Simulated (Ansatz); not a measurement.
# Computed energy over volume and axial ratio: CaHBr (space group P4/nmm)

CaHBr (space group P4/nmm)

```cif
data_H2Br2Ca2
_chemical_formula_sum 'Ca2 H2 Br2'
_space_group_name_H-M_alt 'P4/nmm :1'
_space_group_IT_number 129
_space_group_name_Hall 'P 4ab 2ab -1ab'
_cell_length_a 3.83303
_cell_length_b 3.83303
_cell_length_c 8.23965
_cell_angle_alpha 90.000
_cell_angle_beta 90.000
_cell_angle_gamma 90.000
loop_
_space_group_symop_operation_xyz
  'x, y, z'
  '-y+1/2, x+1/2, z'
  '-x, -y, z'
  'y+1/2, -x+1/2, z'
  'x+1/2, -y+1/2, -z'
  '-y, -x, -z'
  '-x+1/2, y+1/2, -z'
  'y, x, -z'
  '-x+1/2, -y+1/2, -z'
  'y, -x, -z'
  'x+1/2, y+1/2, -z'
  '-y, x, -z'
  '-x, y, z'
  'y+1/2, x+1/2, z'
  'x, -y, z'
  '-y+1/2, -x+1/2, z'
loop_
_atom_site_label
_atom_site_type_symbol
_atom_site_symmetry_multiplicity
_atom_site_Wyckoff_symbol
_atom_site_fract_x
_atom_site_fract_y
_atom_site_fract_z
_atom_site_occupancy
Ca1 Ca 2 c 0.00000 0.50000 0.15719 1
H1 H 2 a 0.00000 0.00000 0.00000 1
Br1 Br 2 c 0.50000 0.00000 0.31990 1
```

Two coordinates are scanned: the volume, and the ratio of the stretch along z (the conventional c axis) to the stretch across it. Atoms keep their fractional coordinates.

The numbers are results of r2SCAN (plane waves to 500 eV, PAW, scalar-relativistic; Ansatz, a program for electronic structure), not measurements. k mesh 9×9×4 (Γ-centred), Fermi-Dirac smearing 0.05 eV. Energies are smeared free energies. Compression counts positive. As the atoms are clamped, bonds stretch with the cell, which overstates energies and stresses. CaHBr was relaxed with its symmetry unable to fall. ΔE is measured from the relaxed starting cell.

ΔE (eV/atom), with V/V₀ across and (c/a)/(c/a)₀ down:

```csv
(c/a)/(c/a)₀ \ V/V₀,0.920,0.960,1.000,1.040,1.080
0.960,0.0164,0.0044,0.0021,0.0077,0.0197
0.980,0.0170,0.0039,0.0005,0.0052,0.0165
1.000,0.0187,0.0043,0.0000,0.0038,0.0143
1.020,0.0215,0.0059,0.0005,0.0035,0.0132
1.040,0.0253,0.0085,0.0022,0.0042,0.0132
```

P (GPa), with V/V₀ across and (c/a)/(c/a)₀ down:

| (c/a)/(c/a)₀ \ V/V₀ | 0.920 | 0.960 | 1.000 | 1.040 | 1.080 |
|---|---|---|---|---|---|
| 0.960 | 3.48 | 1.35 | -0.38 | -1.79 | -2.93 |
| 0.980 | 3.74 | 1.57 | -0.19 | -1.62 | -2.79 |
| 1.000 | 4.00 | 1.79 | 0.00 | -1.46 | -2.65 |
| 1.020 | 4.25 | 2.01 | 0.18 | -1.30 | -2.51 |
| 1.040 | 4.50 | 2.22 | 0.37 | -1.14 | -2.37 |

Read from the data:

The modulus against c/a change at fixed volume, (3/4V)·∂²E/∂(ln c/a)² (fit, atoms clamped) comes out as 16.1 GPa, an upper bound as the atoms could relax. Lowest place on the grid: V/V₀ = 1.000, (c/a)/(c/a)₀ = 1.000 (0.0 meV/atom). Highest place on the grid: V/V₀ = 0.920, (c/a)/(c/a)₀ = 1.040 (25.3 meV/atom).

(A scan under strain: stresses follow from slopes of the energy per volume, elastic moduli from its curvatures.)
